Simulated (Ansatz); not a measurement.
Problem. Name crystals whose computed values (DFT-r²SCAN in the program Ansatz with PAW potentials) fall in these windows: Θ_D (K) 1700 to 2200; G_Hill (GPa) 370 to 460.

Solution. 

```tsv
crystal	Θ_D (K)	G_Hill (GPa)
BN, wurtzite	1940	405
```
Others may fit too.

The cell was relaxed under the symmetry of its start.

Potentials: the later of the program's two PAW sets.
